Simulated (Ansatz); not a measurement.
Te (trigonal-Te type, space group P3_121)

```cif
data_Te3
_chemical_formula_sum 'Te3'
_space_group_name_H-M_alt 'P3121'
_space_group_IT_number 152
_space_group_name_Hall 'P 31 2"'
_cell_length_a 4.62412
_cell_length_b 4.62412
_cell_length_c 5.90339
_cell_angle_alpha 90.000
_cell_angle_beta 90.000
_cell_angle_gamma 120.000
loop_
_atom_site_label
_atom_site_type_symbol
_atom_site_symmetry_multiplicity
_atom_site_Wyckoff_symbol
_atom_site_fract_x
_atom_site_fract_y
_atom_site_fract_z
_atom_site_occupancy
Te1 Te 3 a 0.74665 0.74665 0.00000 1
```

This relaxed cell (volume V₀) is scaled evenly in all directions, its shape held. The atoms relax within the cell's symmetry.

Level of theory: r2SCAN (plane waves to 500 eV, PAW, scalar-relativistic; Ansatz, a program for electronic structure). k mesh 8×8×6 (Γ-centred), Fermi-Dirac smearing 0.05 eV. E stands for the smeared free energy. With the shape held, the modulus is that of even scaling; a crystal free to change shape is softer. Spin-orbit coupling is left out, though Te is heavy. Te was relaxed with its symmetry unable to fall. The zero of ΔE is the relaxed starting cell.

| V (Å³/atom) | ΔE (meV/atom) |
|---|---|
| 32.795 | 28.6 |
| 33.403 | 18.9 |
| 34.010 | 11.6 |
| 34.617 | 6.2 |
| 35.225 | 2.7 |
| 35.832 | 0.6 |
| 36.439 | 0.0 |
| 37.047 | 0.6 |
| 37.654 | 2.3 |
| 38.261 | 5.0 |
| 38.869 | 8.6 |
| 39.476 | 12.9 |
| 40.083 | 18.1 |

### Question
What bulk modulus at fixed cell shape B₀ follows from a third-order Birch-Murnaghan fit?

### Answer
19.8 GPa.

### Question
What is the fitted pressure derivative B₀′?

### Answer
6.0.

(A scan under strain: stresses follow from slopes of the energy per volume, elastic moduli from its curvatures.)
